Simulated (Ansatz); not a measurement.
Put BaMg3H4 in P3m1 (No. 156): Ba on 1a; Mg on 1a, 1b and 1c; H on 1a, 1b, 1a and 1c. The guess for BaMg3H4 was made by a generator: close-packed anion layers stacked ABAC, with sites between them filled layer by layer (elements of the layers in order: H H H H).

Level of theory: DFT PBE, scalar-relativistic, plane waves, PAW (Ansatz 0.2.0). Cutoff 420 eV, Γ-centred mesh, Gaussian smearing, no spin polarisation.

Formation energies are uncorrected and refer to the elements' standard structures at the same level (H₂ as a molecule).

Problem. Predict the relaxed structure.

Solution.

Space group P3m1 (No. 156). a = 3.906 Å, b = 3.906 Å, c = 10.313 Å, α = 90.00°, β = 90.00°, γ = 120.00°
```tsv
atom	site	symmetry	x	y	z
Ba	1a	3m.	0.0000	0.0000	0.6825
Mg	1a	3m.	0.0000	0.0000	0.1833
Mg	1b	3m.	0.3333	0.6667	0.3990
Mg	1c	3m.	0.6667	0.3333	0.9761
H	1a	3m.	0.0000	0.0000	0.9900
H	1b	3m.	0.3333	0.6667	0.1987
H	1a	3m.	0.0000	0.0000	0.3676
H	1c	3m.	0.6667	0.3333	0.7980
```

Ba is surrounded by 3 H at 2.55 Å, 2 H at 3.17–3.25 Å and 6 Mg at 3.69–3.78 Å; Mg on its first site is surrounded by 2 H at 1.90–1.99 Å and 3 H at 2.26 Å; around Mg on its second site lie 1 H at 2.07 Å, 3 H at 2.28 Å, 3 Mg at 3.17 Å and 3 Ba at 3.69 Å; H on its first site has 1 Mg at 1.99 Å and 3 Mg at 2.26 Å; 4 more sites not described. Another local minimum with the same sites may exist.

Problem. Where does its energy lie, and is it a metal?

Solution. The energy over the elements is +0.05 eV/atom and the gap on the 12×12×4 mesh of the 8-atom cell is 0 eV (a metal). It can't be a ground state, since the elements alone are lower.

The last run used Gaussian smearing of 0.10 eV. With hydrogen, zero-point motion can shift formation energies by some tens of meV/atom. Symmetry constrained the relaxation, so the result can be a saddle point.
